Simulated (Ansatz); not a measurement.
**Question.** Name crystals whose computed values (plane-wave PAW PBEsol (Ansatz code)) fall in these windows: gap (eV) 0.61 to 0.89; ε∞ 11 to 16; highest Γ mode, no LO–TO term (cm⁻¹) 570 to 760.

**Answer.** 

| crystal | gap (eV) | ε∞ | highest Γ mode, no LO–TO term (cm⁻¹) |
|---|---|---|---|
| Zr3N4, I-43d (N on 16c, Zr on 12a) | 0.75 | 13.2 | 651 |
Others may fit too.

The cell was relaxed under the symmetry of its start. Rows with no word on spin ran without spin polarisation. Scalar-relativistic: spin–orbit coupling is off unless named, which matters more the heavier the elements.

Potentials: the later of the program's two PAW sets.
